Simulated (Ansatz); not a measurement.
Relaxed-ion elastic tensor of Al (fcc (Cu type), Fm-3m) in GPa (Voigt order), PBE+D3(BJ) (plane waves, PAW; program Ansatz); density 2.84 g/cm³, 15.78 Å³ per atom.

```
      1     2     3     4     5     6
-  ----  ----  ----  ----  ----  ----
1   129  65.9  65.9   0.0   0.0   0.0
2  65.9   129  65.9   0.0   0.0   0.0
3  65.9  65.9   129   0.0   0.0   0.0
4   0.0   0.0   0.0  41.2   0.0   0.0
5   0.0   0.0   0.0   0.0  41.2   0.0
6   0.0   0.0   0.0   0.0   0.0  41.2
```

**Question.** Is the crystal mechanically stable?

**Answer.** Yes: the smallest eigenvalue of C is 41.2 GPa.

**Question.** Work out the Voigt, Reuss and Hill averages.

**Answer.** K_V = 86.8, K_R = 86.8, K_H = 86.8; G_V = 37.3, G_R = 36.6, G_H = 36.9 GPa.

**Question.** Give Young's modulus, Poisson's ratio, Pugh's ratio and the universal anisotropy index.

**Answer.** E = 9KG/(3K + G) = 97.1 GPa; ν = 0.31; K/G = 2.35 (ductile by the Pugh limit of 1.75); A_U = 5G_V/G_R + K_V/K_R − 6 = 0.09.

**Question.** Estimate the sound speeds and the Debye temperature.

**Answer.** v_l = √((K + 4G/3)/ρ) = 6920 m/s, v_t = √(G/ρ) = 3610 m/s, mean 4040 m/s; Θ = (h/k)(3n/4πV)^(1/3) v_m = 479 K.

**Question.** Give the Zener ratio and Young's modulus along [100], [110] and [111].

**Answer.** A = 2C44/(C11 − C12) = 1.31; 1/E = S11 − 2(S11 − S12 − S44/2)Γ with Γ = 0, 1/4, 1/3 gives 84.2, 99.9, 107 GPa.

The PBE+D3(BJ) relaxation kept the symmetry of its start. The pairwise dispersion correction was not fitted to metals. As this level gives no gap, shear constants depend on the k-mesh and smearing (Fermi–Dirac, 0.1 eV here).

Potentials: the earlier of the program's two PAW sets.
